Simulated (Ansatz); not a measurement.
PbS:
```cif
data_PbS
_chemical_formula_sum 'Pb1 S1'
_space_group_name_H-M_alt 'P 1'
_space_group_IT_number 1
_cell_length_a 4.20843
_cell_length_b 4.20843
_cell_length_c 4.20843
_cell_angle_alpha 60.000
_cell_angle_beta 60.000
_cell_angle_gamma 60.000
loop_
_space_group_symop_operation_xyz
  'x, y, z'
loop_
_atom_site_label
_atom_site_type_symbol
_atom_site_fract_x
_atom_site_fract_y
_atom_site_fract_z
_atom_site_occupancy
Pb1 Pb 0.50000 0.50000 0.50000 1
S1 S 0.00000 0.00000 0.00000 1
```

Relaxed with r²SCAN+D4.

Q: Tabulate the valence density and the electron localisation function along the shortest Pb–S contact (2.98 Å), the program Ansatz at the r²SCAN+D4 level (PAW).

A: 

| distance from Pb (Å) | density (e/Å³) | ELF |
|---|---|---|
| 0.30 | 6.45 | 0.02 |
| 0.45 | 4.93 | 0.10 |
| 0.60 | 3.44 | 0.27 |
| 0.74 | 2.10 | 0.42 |
| 0.89 | 1.12 | 0.46 |
| 1.04 | 0.58 | 0.39 |
| 1.19 | 0.34 | 0.27 |
| 1.34 | 0.24 | 0.21 |
| 1.49 | 0.22 | 0.25 |
| 1.64 | 0.25 | 0.43 |
| 1.79 | 0.34 | 0.67 |
| 1.93 | 0.49 | 0.81 |
| 2.08 | 0.72 | 0.86 |
| 2.23 | 0.98 | 0.85 |
| 2.38 | 1.12 | 0.74 |
| 2.53 | 1.00 | 0.42 |
| 2.68 | 0.63 | 0.07 |

The density is the valence pseudo-density with augmentation charge, so density and ELF within about 1 Å of a nucleus are not all-electron values.

Space group Fm-3m (rock salt). Symmetry was held in the r²SCAN+D4 relaxation. Spin–orbit coupling is left out wherever it is not named.

Potentials: the earlier of the program's two PAW sets.
